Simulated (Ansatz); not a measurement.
SiC:
```xyz
8
Lattice="3.0778 0.0000 0.0000 -1.5389 2.6654 0.0000 0.0000 0.0000 10.0775" Properties=species:S:1:pos:R:3 pbc="T T T"
Si     1.5389     0.8885     9.4510
Si     0.0000     1.7769     4.4123
Si     0.0000     0.0000     6.9322
Si     0.0000     0.0000     1.8935
C      1.5389     0.8885     7.5561
C      0.0000     1.7769     2.5174
C      0.0000     0.0000     5.0434
C      0.0000     0.0000     0.0047
```

x, y and z are the axes in which the lattice vectors are written.

Task: Give the high-frequency dielectric tensor and the Born effective charge tensors of the independent atoms from DFPT, r²SCAN in the plane-wave PAW code Ansatz.

Result: 
ε∞:
```
6.54  0.00  0.00
0.00  6.54  0.00
0.00  0.00  6.79
```
Z* of atom 1 (Si), rows: field, columns: displacement, in e:
```
2.70  0.00  0.00
0.00  2.70  0.00
0.00  0.00  2.65
```
Z* of atom 3 (Si), rows: field, columns: displacement, in e:
```
2.70  0.00  0.00
0.00  2.70  0.00
0.00  0.00  2.93
```
Z* of atom 5 (C), rows: field, columns: displacement, in e:
```
-2.72   0.00   0.00
 0.00  -2.72   0.00
 0.00   0.00  -2.76
```
Z* of atom 7 (C), rows: field, columns: displacement, in e:
```
-2.68   0.00   0.00
 0.00  -2.68   0.00
 0.00   0.00  -2.82
```

Static charges for comparison (Bader): Si1 +2.87, Si3 +2.88, C5 -2.87, C7 -2.88 e. Born charges measure polarisation by displacement and can exceed these by far.

Space group P6_3mc (4H polytype). The cell was relaxed with r²SCAN under the symmetry of its start; phonons on a q-mesh show no instability.

Potentials: the earlier of the program's two PAW sets.
